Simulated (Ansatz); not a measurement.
## Structure optimisation: palladium, simple cubic

These are results of DFT, LDA (PW92), plane waves (420 eV) with PAW, scalar-relativistic (Ansatz), not measurements. (PAW data from PBE, frozen cores regenerated.)

k-point mesh 12×12×12, Fermi-Dirac smearing 0.1 eV, no spin polarisation. Cell and atoms relax.

Starting structure:

```yaml
crystal:
  lattice:
    - [2.51410, 0.00000, 0.00000]
    - [0.00000, 2.51410, 0.00000]
    - [0.00000, 0.00000, 2.51410]
  atoms:
    - { symbol: Pd, position: [0.00000, 0.00000, 0.00000] }
```

Q: What cell does the relaxation end in?

A: Pm-3m with a = 2.539 Å; 16.38 Å³ per atom against 15.89 at the start (3.1 %).

Q: How much energy does the relaxation gain?

A: 7.9 meV per atom.
